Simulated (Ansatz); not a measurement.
Notes on BaTiO₃

```xyz
10
Lattice="4.0618 4.0618 0.0000 0.0000 4.0618 4.0803 4.0618 0.0000 4.0803" Properties=species:S:1:pos:R:3 pbc="T T T"
Ba    0.0000    0.0000    0.0000
Ba    4.0618    4.0618    4.0803
Ti    2.0309    2.0309    2.0401
Ti    6.0927    6.0927    6.1204
O     2.0309    2.0309    4.0803
O     2.0309    2.0309    0.0000
O     2.0309    0.0000    2.0401
O     2.0309    4.0618    2.0401
O     0.0000    2.0309    2.0401
O     4.0618    2.0309    2.0401
```

Level: PBE, with U_eff = 2.5 eV on Ti d (all-electron-ortho-atomic projectors), collinear spin; 420 eV; 5×5×5 Γ-centred mesh; gaussian occupations (width 0.2917 eV); Ansatz 0.2.0, fixed geometry.

The state carries no moments; the state need not be the lowest.

Task: What is the band gap?

Result: The gap is 1.95 eV, direct at the points sampled.

Task: Give the Bader charges.

Result: Bader charges in e: Ba +1.54, Ti +2.30, O -1.28. In the mean Ti gives up most and O takes most.

Task: What is the character of the valence top and the conduction bottom?

Result: Within 0.7 eV of the edges, the states project mainly on O p (94 %) below the gap and on Ti d (90 %) above it.

Task: Describe some of the short contacts.

Result: Ti–O at 2.03 Å: least valence density 0.59 e/Å³ and ELF 0.20 there. Ba–O at 2.87 Å: least valence density 0.16 e/Å³ and ELF 0.09 there, a closed-shell (ionic or weak) contact. Both are smooth PAW fields, read partly inside the augmentation spheres.

Task: What does the stress say?

Result: The pressure is -4.8 GPa (compression positive), so with the atoms held at these fractions the cell would first shrink.

Origin: a database entry at a rescaled volume. Caveats: the input typed no starting moments; wide smearing.
